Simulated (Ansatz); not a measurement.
Total density of states per atom from plane-wave PAW PBEsol (Ansatz code), in 0.25 eV bins, energy from the Fermi level:

```tsv
E (eV)	states/eV/atom
-7.85	0.00
-7.60	0.00
-7.35	0.00
-7.10	0.00
-6.85	0.06
-6.60	0.11
-6.35	0.21
-6.10	0.44
-5.85	0.49
-5.60	0.22
-5.35	0.22
-5.10	0.27
-4.85	0.29
-4.60	0.31
-4.35	0.36
-4.10	0.48
-3.85	1.14
-3.60	1.27
-3.35	0.24
-3.10	1.27
-2.85	1.09
-2.60	2.94
-2.35	2.48
-2.10	1.90
-1.85	2.47
-1.60	1.81
-1.35	1.71
-1.10	0.54
-0.85	2.52
-0.60	5.10
-0.35	1.37
-0.10	0.77
0.15	0.59
0.40	0.50
0.65	0.43
0.90	0.38
1.15	0.33
1.40	0.30
1.65	0.26
1.90	0.24
2.15	0.21
2.40	0.18
2.65	0.16
2.90	0.13
3.15	0.16
3.40	0.28
3.65	0.42
3.90	0.52
4.15	0.42
4.40	0.41
4.65	0.33
```

Question: Which compound is it?
A) Ni3Sn, Fm-3m (Ni on 4b, Sn on 4a, Ni on 8c)
B) AlNi, rock salt
C) SiNi2, Pnma (Si on 4c, Ni on 4c, Ni on 4c)
D) FeNi3, Cu3Au type

Answer: A, Ni3Sn, Fm-3m (Ni on 4b, Sn on 4a, Ni on 8c). Within 0.5 eV of the Fermi level: Ni 3d 83 %, Sn 5p 9 %. Projections are on Löwdin-orthogonalised atomic valence shells; empty p or d shells of many metals are not among them.

The workflow started from an entry of the Crystallography Open Database (COD), which files this formula under 3 space groups. Its standing as an ambient phase is unchecked. Symmetry was held in the PBEsol relaxation. At this level the phase is mechanically unstable. The workflow began spin-polarised and lost its moments. Spin–orbit coupling is left out wherever it is not named.

Potentials: the later of the program's two PAW sets.
